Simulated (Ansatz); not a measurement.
**LaHg: computed DOS**

```
La Hg
1.0
     3.83700    0.00000    0.00000
     0.00000    3.83700    0.00000
     0.00000    0.00000    3.83700
La Hg
1 1
Direct
  0.50000 0.50000 0.50000
  0.00000 0.00000 0.00000
```

The cell is COD entry 1523850, as deposited and not checked against the literature; nothing was relaxed.

Spin–orbit coupling is left out, though it moves levels of the heavy atoms by tenths of an eV or more.

Level of theory: DFT, LDA, all-electron LAPW, scalar-relativistic in Ansatz 0.2.0.

The runs use a Γ-centred 11×11×11 k mesh, Fermi–Dirac smearing of 0.08 eV, basis error target 1 meV/atom, no spin polarisation.

States per eV and cell, averaged over 0.6 eV, from -7.6 to 1.2 eV, with energies (bin centres) from the Fermi level; empty bins are left out. The partial columns, the largest 4 alone, are projections on Löwdin-orthogonalised atomic shells (those that the program's projection atoms carry: the occupied ones and, for some elements, an empty d or f shell; other empty shells have no column), summed over atoms of an element. Weights on diffuse s and p shells depend on that basis and aren't pure angular character.

| E (eV) | total | Hg 5d | La 5d | La 4f | Hg 6s |
| --- | --- | --- | --- | --- | --- |
| -7.4 | 14.57 | 14.03 | 0.33 | 0.03 | 0.05 |
| -6.8 | 2.20 | 2.07 | 0.01 | 0.00 | 0.05 |
| -6.2 | 0.24 | 0.01 | 0.01 | 0.00 | 0.11 |
| -5.6 | 0.47 | 0.02 | 0.04 | 0.00 | 0.25 |
| -5.0 | 1.87 | 0.11 | 0.47 | 0.02 | 1.08 |
| -4.4 | 0.56 | 0.02 | 0.19 | 0.01 | 0.32 |
| -3.8 | 0.07 | 0.00 | 0.03 | 0.00 | 0.04 |
| -3.2 | 0.01 | 0.00 | 0.00 | 0.00 | 0.00 |
| -2.6 | 0.06 | 0.00 | 0.03 | 0.00 | 0.00 |
| -2.0 | 0.44 | 0.01 | 0.26 | 0.01 | 0.01 |
| -1.4 | 1.36 | 0.02 | 0.83 | 0.04 | 0.03 |
| -0.8 | 1.75 | 0.04 | 1.03 | 0.10 | 0.04 |
| -0.2 | 1.94 | 0.05 | 1.44 | 0.14 | 0.04 |
| 0.4 | 1.85 | 0.03 | 1.21 | 0.28 | 0.05 |
| 1.0 | 4.96 | 0.03 | 2.02 | 2.38 | 0.05 |

Task: Which of the resolved shells contributes most within 0.3 eV of the Fermi level?

Result: La 5d, with 74 % of all states there; La 4f follows with 8 %.

Task: Where is the centre of the filled Hg 5d states between -14 eV and the top of the filled states?

Result: -7.21 eV from the Fermi level.
